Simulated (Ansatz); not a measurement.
# Collinear states of CoGe3

Computed with Ansatz 0.2.0, DFT PBE, scalar-relativistic, plane waves, PAW.

```
Ge Co
1.0
     3.99222    0.00000    0.00000
     0.00000    3.99222    0.00000
     0.00000    0.00000    3.99222
Ge Co
3 1
Cartesian
  0.0000 1.9961 1.9961
  1.9961 0.0000 1.9961
  1.9961 1.9961 0.0000
  0.0000 0.0000 0.0000
```

The plane-wave cutoff is 420 eV. The Γ-centred k-mesh is 10×10×10, the occupation rule is Gaussian smearing, 0.1 eV and the list of starting moments (μB, in atom order) is 0 0 0 3.5. The check for lower electronic states after the SCF is off.

Each order was relaxed in cell and atoms. A propagation vector, in units of the reciprocal vectors, doubles the cell, which takes an equally dense mesh. Site moments are spin moments in atom-centred spheres that scale with the neighbour distance. The states are those that the runs reached from these starts; a lower one can exist.

**Question.** Starts tried: no spin; large parallel starting moments; antiferromagnetic, doubled cell, propagation vector (0, 0, 1/2). Which state comes out lowest, and what are the moments?

**Answer.** The lowest state is antiferromagnetic, reached from the start “antiferromagnetic, doubled cell, propagation vector (0, 0, 1/2)”, with site moments (μB) Co +1.25, Co -1.25.

```csv
start,ends,energy above lowest (meV/atom),site moments (μB),gap on mesh (eV),volume (Å³/atom)
no spin,non-magnetic,17.4,none over 0.05,metal,15.91
large parallel starting moments,ferromagnetic,10.4,Co +1.07,metal,16.11
"antiferromagnetic, doubled cell, propagation vector (0, 0, 1/2)",antiferromagnetic,0.00,"Co +1.25, Co -1.25",metal,16.19
```

Cost: 3 runs of about 8.1 core-minutes in all, on Arm Neoverse V2 (shared hosts).